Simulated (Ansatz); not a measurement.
The start is a relaxed BeAu cell shaken by Gaussian noise of σ = 0.08 Å a coordinate. The structure is fully relaxed (lattice and positions, P = 0) with PBEsol (plane waves to 420 eV, PAW, scalar-relativistic; Ansatz, an electronic-structure program). The first steps use a coarse 7×8×7 k-mesh.

Starting cell:
```
CELL_PARAMETERS angstrom
      4.99306     0.00000     0.00000
      0.00000     4.07919     0.00000
      0.00000     0.00000     4.98675
ATOMIC_POSITIONS crystal
  Be 0.53976 0.23992 0.65013
  Be 0.03973 0.24823 0.88734
  Be 0.43199 0.73733 0.35257
  Be 0.93876 0.76520 0.15963
  Au 0.65861 0.25574 0.09804
  Au 0.19582 0.28911 0.39489
  Au 0.34161 0.73904 0.88428
  Au 0.83169 0.76908 0.59068
```

```yaml
initial_pressure: "+4.8 GPa (positive: the cell is compressed)"
largest_initial_force: 2.46 eV/Å, on Au6 (atoms numbered as listed)
energy_released: 0.08 eV/atom
relative_to_the_parent: It relaxes back to the parent, Pnma (No. 62)
Shortest distances (start → end): "The closest pairs of elements (up to four, under 3.6 Å), start → end: Au–Be 2.15 → 2.37 Å; Be–Be 2.45 → 2.52 Å; Au–Au 2.74 → 2.81 Å"
band_gap_at_the_end: no gap (metallic)
optimiser_moves: 14
```

It ends as:

```cif
data_Au4Be4
_chemical_formula_sum 'Be4 Au4'
_space_group_name_H-M_alt 'Pnma'
_space_group_IT_number 62
_space_group_name_Hall '-P 2ac 2n'
_cell_length_a 4.98375
_cell_length_b 4.08429
_cell_length_c 4.99037
_cell_angle_alpha 90.000
_cell_angle_beta 90.000
_cell_angle_gamma 90.000
loop_
_atom_site_label
_atom_site_type_symbol
_atom_site_symmetry_multiplicity
_atom_site_Wyckoff_symbol
_atom_site_fract_x
_atom_site_fract_y
_atom_site_fract_z
_atom_site_occupancy
Be1 Be 4 c 0.06479 0.25000 0.63263 1
Au1 Au 4 c 0.16077 0.25000 0.11910 1
```

Final values are on a 10×11×9 k-mesh of the relaxed cell. No spin polarisation in the result.

The relaxed structure here is a generated cell of BeAu: the first start was made by placing the elements on the sites of a structure type, and the end was not matched to a known phase here, so it may be hypothetical.
